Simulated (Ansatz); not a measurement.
## Elastic constants of SrTl (Pm-3m), step by step

```
CELL_PARAMETERS angstrom
4.01898 0.00000 0.00000
0.00000 4.01898 0.00000
0.00000 0.00000 4.01898
ATOMIC_POSITIONS crystal
Sr 0.00000 0.00000 0.00000
Tl 0.50000 0.50000 0.50000
```

The conventional cell has a = 4.019 Å, b = 4.019 Å, c = 4.019 Å, α = 90.00°, β = 90.00°, γ = 90.00°. Sr (atom 1) has 8 Tl at 3.48 Å as nearest neighbours. Tl (atom 2) is surrounded by 8 Sr at 3.48 Å.

Unless marked otherwise, the numbers come from PBEsol, all-electron LAPW in Ansatz 0.2.0, scalar-relativistic. k mesh 12×12×12, Fermi-Dirac smearing of 0.100 eV, basis error target 1 meV/atom. The cell was relaxed by PAW under this functional.

The cell is cubic and carries a residual pressure of 0.00 GPa at this level. Each strain component that symmetry leaves independent is applied at ±0.003, the ions relax wherever a strain frees them, and the stress (tension positive, GPa) is read. Shears are engineering strains, γ = 2ε.

```csv
strain,size,σxx,σyy,σzz,σyz,σxz,σxy
xx,-0.003,-0.1292,-0.0748,-0.0748,0.0000,0.0000,0.0000
xx,+0.003,0.1215,0.0695,0.0695,0.0000,0.0000,0.0000
yz,-0.003,-0.0027,-0.0025,-0.0025,-0.0786,0.0000,0.0000
yz,+0.003,-0.0027,-0.0025,-0.0025,0.0786,0.0000,0.0000
```

A central difference gives one constant, for example C11 ≈ (0.1215 − (-0.1292))/(0.006) = 41.8 GPa; the program then imposes the crystal's symmetry on the whole matrix.

What are the independent elastic constants?

C11 = 41.8, C12 = 24.0, C44 = 26.2 GPa.

Do they meet the Born conditions?

C11 − C12 = 17.7, C11 + 2C12 = 89.9 and C44 = 26.2 GPa must all be positive, so the crystal is elastically stable; that says nothing yet of its phonons.

What moduli does a random aggregate of grains have?

B = (C11 + 2C12)/3 = 30.0 GPa. G_V = (C11 − C12 + 3C44)/5 = 19.3 and G_R = 5(C11 − C12)C44/(4C44 + 3(C11 − C12)) = 14.7, so G_H = 17.0 GPa. Then E = 9BG/(3B + G) = 42.9 GPa, ν = (3B − 2G)/(6B + 2G) = 0.262 and B/G = 1.76, on the ductile side of Pugh's 1.75 (a rule of thumb).

With the density of 7.469 g/cm³, how fast does sound travel, and what Debye temperature follows?

```csv
direction,slow (m/s),middle (m/s),fast (m/s)
[100],1873,1873,2365
[110],1090,1873,2813
[111],1400,1400,2947
```

The mean of v⁻³ over directions and branches gives v_m = 1639 m/s and θ_D = (ħ/k_B) v_m (6π²n)^(1/3) = 153 K, n being atoms per volume. Young's modulus spans 24 to 61 GPa over directions, and the universal anisotropy index is 1.55.

How far do the constants move if PAW replaces LAPW in the same cell?

```
constant  LAPW (GPa)  PAW (GPa)  difference
     C11        41.8       41.7        -0.1
     C12        24.0       24.0         0.0
     C44        26.2       26.2         0.0
```

How do the constants change if the ions are clamped to the homogeneous strain?

None moves by more than 0.3 GPa: by symmetry a homogeneous strain puts no force on these sites.

What happens at 20 GPa (cell relaxed there)?

The volume falls to 0.7300 of its value, and C11 = 127.1, C12 = 102.5, C44 = 72.1 GPa (slopes of the stress), in this structure whether or not another phase takes over.

Limits of these numbers: responses of metals move with mesh and smearing; no spin-orbit coupling on heavy atoms; the frozen-core PAW files of the compared runs were fitted under PBE, their cores solved anew for this functional.
